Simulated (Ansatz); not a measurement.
# Ca: one atom moved over a plane

All numbers below come from DFT r2SCAN, scalar-relativistic, plane waves, PAW (Ansatz 0.2.0). Settings: plane waves to 500 eV, k-mesh 12×12×8 (Γ-centred), Gaussian smearing 0.15 eV. No spin polarisation. Energies are free energies at this smearing, counted from the undisturbed cell; pressure is positive in compression.

Zero of the scan (as given, not relaxed at this level; it stands at -0.5 GPa; this form isn't the usual structure):

```
CELL_PARAMETERS angstrom
3.98000 0.00000 0.00000
-1.99000 3.44678 0.00000
0.00000 0.00000 6.52000
ATOMIC_POSITIONS crystal
Ca 0.33333 0.66667 0.25000
Ca 0.66667 0.33333 0.75000
```

Atom 1 (Ca) is moved by p along (1.000, 0.000, 0.000) and q along (0.000, 1.000, 0.000) (Å), all else fixed. Points are written (p, q).

Energy above the undisturbed cell in eV/cell (a dash: not computed):

| p \ q | -0.300 | -0.150 | 0.000 | 0.150 | 0.300 |
| --- | --- | --- | --- | --- | --- |
| -0.300 | 0.04 | 0.02 | 0.02 | 0.02 | 0.03 |
| -0.150 | 0.02 | 0.01 | 0.00 | – | 0.02 |
| 0.000 | 0.01 | 0.00 | 0.00 | 0.00 | 0.02 |
| 0.150 | 0.02 | 0.01 | 0.00 | – | 0.02 |
| 0.300 | 0.04 | 0.02 | 0.02 | 0.02 | 0.03 |

Pressure in GPa:

```csv
p \ q,-0.300,-0.150,0.000,0.150,0.300
-0.300,-0.5,-0.5,-0.5,-0.5,-0.5
-0.150,-0.5,-0.5,-0.5,–,-0.5
0.000,-0.5,-0.5,-0.5,-0.5,-0.5
0.150,-0.5,-0.5,-0.5,–,-0.5
0.300,-0.5,-0.5,-0.5,-0.5,-0.5
```